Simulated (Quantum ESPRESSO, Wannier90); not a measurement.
## Tl (bcc (W type), model phase): Wannier90 run

```
Tl
1.0
   -1.95599     1.95599     1.95599
    1.95599    -1.95599     1.95599
    1.95599     1.95599    -1.95599
Tl
1
Cartesian
  0.00000   0.00000   0.00000
```

Structure: Materials Project mp-39, symmetrised, not relaxed again. This isn't the element's usual structure (hcp); take it as a model of another phase. Computed values, not measurements, from PBEsol: Quantum ESPRESSO (norm-conserving PseudoDojo potentials, cutoff 50 Ry, no spin polarisation, no spin-orbit coupling) on a Γ-centred 12×12×12 mesh, then Wannier90. Density: 16×16×16 mesh, cold smearing 0.01 Ry. Spin-orbit coupling is left out although heavy elements are present.

Base run: 4 functions from bands 6-15 of the 15 computed, start hydrogen-like Tl: s;p, centres 0.05 Å off the atoms, frozen window up to 1.50 eV relative to the Fermi level, outer window open. One thing is changed at a time; window edges are relative to the Fermi level. The misfit compares interpolated bands with pw.x on a high-symmetry path, for states up to 1.0 eV relative to the Fermi level. Converged means that the tolerances were met: symmetric starts can stop on a saddle, which shows as a larger Ω_OD at equal Ω_I and can move the misfit too.

```
setting  functions  frozen to (eV)  Ω_I (Å²)  Ω_D (Å²)  Ω_OD (Å²)  rms misfit (meV)  worst (meV)      ended
-------  ---------  --------------  --------  --------  ---------  ----------------  -----------  ---------
base             4            1.50      6.87      0.00       1.79                11           50  converged
```

Q: Starting from this base row, predict which settings stop with an error, and how Ω_I and the misfit move in the others: frozen window to 2.50 eV; frozen window to 3.50 eV; frozen window to -1.50 eV; no frozen window; outer window to 9.39 eV; outer window to 10.69 eV.

A: 
```csv
setting,functions,frozen to (eV),Ω_I (Å²),Ω_D (Å²),Ω_OD (Å²),rms misfit (meV),worst (meV),ended
frozen window to 2.50 eV,4,2.50,7.32,0.00,1.81,12,49,converged
frozen window to 3.50 eV,4,3.50,7.83,0.00,1.84,6.1,28,converged
frozen window to -1.50 eV,4,-1.50,6.11,0.00,1.76,277,767,converged
no frozen window,4,none,5.96,0.00,1.70,467,1130,converged
outer window to 9.39 eV,4,1.50,–,–,–,–,–,stops: too few bands in the window
outer window to 10.69 eV,4,1.50,10.99,0.00,2.12,6.5,24,converged
```
